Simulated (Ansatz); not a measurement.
YTl$_{2}$Si$_{2}$ single point

Input file of Ansatz 0.2.0:

```yaml
crystal:
  lattice:
    - [0.0, 4.539337, 0.0]
    - [4.539337, 0.0, 0.0]
    - [2.269669, 2.269669, -5.353398]
  atoms:
    - { symbol: "Y", position: [0.0, 0.0, 0.0] }
    - { symbol: Si, position: [0.375, 0.375, 0.25] }
    - { symbol: Si, position: [0.625, 0.625, 0.75] }
    - { symbol: Tl, position: [0.75, 0.25, 0.5] }
    - { symbol: Tl, position: [0.25, 0.75, 0.5] }
  symmetry: { tolerance: 0.0003 }
kpoints:
  mp_grid: { grid: [3, 3, 3], shift: [0, 0, 0] }
magnetization:
  spin_polarized: false
scf:
  occupations: { method: fermi_dirac, width: 0.0532 }
hamiltonian:
  pseudopotentials: { kind: paw }
  xc: pbe0
basis:
  ecutwfc: 420
  fft_grid_basis: typed
output:
  forces: true
  stress: true
  eigenvalues: true
  bader: true
  populations: true
  elf: true
  write_potential: true
  volumetric_format: npy
  dos:
    e_range: [-12, 8]
    de: 0.05
    projected: { site_lists: { Si: [Si], Tl: [Tl], "Y": ["Y"] } }
```

Parts of the output:

```
Warning: output.stress: scf.convergence.dr2_threshold = 1e-7 eV (the SCF's general default) is looser than the 5e-10 eV advised for a printed stress (1e-10 eV for each atom of the cell: 5).
Warning: output.stress: scf.exx.energy_threshold = 1e-6 eV is looser than the 5e-8 eV advised for a stress under a hybrid functional (1e-8 eV for each atom of the cell: 5). Every SCF of the exchange loop can meet its threshold on dr2 while the loop round them stops early: no threshold on dr2 bounds what that leaves in the stress. Set scf.exx.energy_threshold to 5e-8 eV or tighter.
Pseudopotentials: kind: paw
Pseudopotential: Y, paw, valence charge 11, recommended cutoff 420 eV (normal), Y.paw.azcp
Pseudopotential: Si, paw, valence charge 4, recommended cutoff 420 eV (normal), Si.paw.azcp
Pseudopotential: Tl, paw, valence charge 13, recommended cutoff 420 eV (normal), Tl.paw.azcp
Functional definition: PBE0
  exchange = (1 - a)*pbe_x(kappa = kappa, mu = beta*pi^2/3) + a*exact_x
  correlation = pbe_c(beta = beta)
Crystal: 5 atoms, lattice volume = 110.310 Å³
Basis set: ecut = 420 eV, 2169 PW (Γ), exchange–correlation on 64×64×90 points (8 copies of the dense FFT grid, shifted against one another)
Bands: 28, of which v1, the nominal top of the filled ones, is band 23 counted from 1 (22 counted from 0)
Symmetry: 16 space group operations
Space group: I4/mmm (ITA 139), of the structure as read, at distance tolerance 1.4e-3 Å
k-points: 6 of 27
Initial density: superposition of atomic densities (neutral atoms: chi_scale 0, normalization atom), corrected by the library's trained network
Functional: x = pbe(κ = 0.804, μ = 0.2195), c = pbe(β = 0.0667), warm-up for x = 0.75 pbe(κ = 0.804, μ = 0.2195) + 0.25 exact, c = pbe(β = 0.0667)
SCF iter   1: F=—  Δρ=3.79e-3  dr2=6.24e-2
SCF iter   2: F=—  Δρ=1.90e-3  dr2=1.18e-2  defer=1
SCF iter   3: F=—  Δρ=8.67e-4  dr2=7.65e-4
SCF iter   4: F=—  Δρ=1.96e-4  dr2=3.48e-5
SCF iter   5: F=—  Δρ=6.03e-5  dr2=5.88e-6
SCF iter   6: F=—  Δρ=1.82e-5  dr2=6.92e-7
SCF iter   7: F=—  Δρ=3.62e-6  dr2=2.39e-8
SCF iter   8: F=—  Δρ=1.02e-6  dr2=1.89e-9
SCF iter   9: F=-28006.3841 eV  Δρ=3.46e-7  dr2=2.45e-10
SCF iter   1: F=—  Δρ=5.81e-3  dr2=1.06e-1
…
SCF iter  23: F=-28010.8593 eV  Δρ=1.33e-5  dr2=1.10e-6
hybrid outer 1: dexx = +4.069e-2 eV, tail = 2.82e-5 eV
SCF iter   1: F=—  Δρ=5.17e-5  dr2=8.48e-6
SCF iter   2: F=—  Δρ=2.32e-5  dr2=2.41e-6
SCF iter   3: F=—  Δρ=9.92e-6  dr2=4.44e-7
SCF iter   4: F=—  Δρ=5.11e-6  dr2=7.82e-8
SCF iter   5: F=—  Δρ=1.70e-6  dr2=4.69e-9
SCF iter   6: F=—  Δρ=7.36e-7  dr2=1.48e-9
SCF iter   7: F=-28010.8592 eV  Δρ=1.78e-7  dr2=5.01e-11  defer=1
hybrid outer 2: dexx = +7.475e-7 eV, tail = 9.50e-9 eV, Δε = 2.74e-3 eV (about 1.43e-4 eV left of the loop's levels), ΔF = 6.76e-4 eV/Å (tail 1.75e-4)
Free energy (F): -28010.8592 eV
Frozen-core exchange: fock
Harris-Foulkes:  -28010.8592 eV  (|F-HF|=1.09e-11)
Internal energy: -28010.8463 eV  (E = F + TS)
E sigma→0 (E₀):  -28010.8528 eV
Entropy (-TS):   -0.0128 eV (-2.565 meV/atom)
Fermi energy:    11.4048 eV
--- Per-component energies (eV) ---
  E_band       = -114.1693
  E_kinetic    = 1062.0673
  E_local      = -2593.6129  (includes V_loc(G=0)·N_el)
  E_nonlocal   = 732.7631
  E_hartree    = 980.7877
  E_xc         = -575.8853
  E_vxc        = -448.7594  (∫ρ·V_xc dr)
  E_exx        = -112.0786  (= α·E_x^exact, valence–valence)
  E_paw        = -24248.4101  (= ΣΔE_a)
  E_vpaw       = -604.0458  (= ΣTr[D̂ρ^β])
  E_aug_tail   = 0.0000  (compensation charges beyond the density's cutoff)
  E_ewald      = -3257.0804
  E_core_change = 0.6028  (= ΣΔE_core)
  E_smearing   = -0.0128  (= −TS)
--- Forces (eV/Å), atoms counted from 1 ---
  atom   1  Y      0.0000     0.0000     0.0000
  atom   2  Si     0.0000     0.0000     2.2128
  atom   3  Si     0.0000     0.0000    -2.2128
  atom   4  Tl     0.0000     0.0000     0.0000
  atom   5  Tl     0.0000     0.0000     0.0000
--- Stress (GPa, compression-positive) ---
       15.0339       0.0000       0.0000
        0.0000      15.0339       0.0000
        0.0000       0.0000      -3.2549
  P = ⅓ Tr σ = 8.9376 GPa (89.376 kbar)
```

Origin: a known structure type with other elements, at an estimated volume, so it need not be a known compound. Caveats: the exchange threshold is loose for a stress; the SCF threshold is loose for a stress; hybrid functional on a coarse k mesh; atoms or cell far from equilibrium.
